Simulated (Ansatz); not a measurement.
Consider the following.

TiSi2 (C49 type, space group Cmcm)

```
CELL_PARAMETERS angstrom
      1.77307    -6.78170     0.00000
      1.77307     6.78170     0.00000
      0.00000     0.00000     3.57984
ATOMIC_POSITIONS crystal
  Si 0.94083 0.05917 0.75000
  Si 0.05917 0.94083 0.25000
  Si 0.25028 0.74972 0.75000
  Si 0.74972 0.25028 0.25000
  Ti 0.60319 0.39681 0.75000
  Ti 0.39681 0.60319 0.25000
```

In this cell atom 2 (Si, nearest neighbour Si at 2.404 Å; its periodic images, 3.5 Å or more away, move with it) is moved by u·(1.000, 0.000, 0.000) + v·(0.000, 0.000, 1.000); the rest is frozen.

These are PBE (plane waves to 420 eV, PAW, scalar-relativistic; Ansatz, a quantum-chemistry and plane-wave program) values and carry that method's errors. k mesh 11×11×11 (Γ-centred), Fermi-Dirac smearing 0.05 eV. Energies are smeared free energies. With partly filled bands, energies and forces of such displacements shift with the k mesh and the smearing. This is one of several known forms of TiSi2; the measured ambient cells at hand have space group No. 70. TiSi2 is run without spin polarisation. TiSi2 was relaxed with its symmetry unable to fall. ΔE is measured from the undisplaced structure. Axes are in Å.

The scan covers u from -0.360 to 0.360 Å in 5 points and v from -0.360 to 0.360 Å in 5 points.

Is the undisplaced position a minimum, a maximum or a saddle of this map?

A minimum.

In which direction of the plane is the atom held most weakly?

Along u.

What are the two principal curvatures of the energy at the centre?

8.9 and 13.7 eV/Å².

(For displaced atoms, the force is minus the slope of the energy, and its curvature is a force constant, which sets phonon frequencies.)
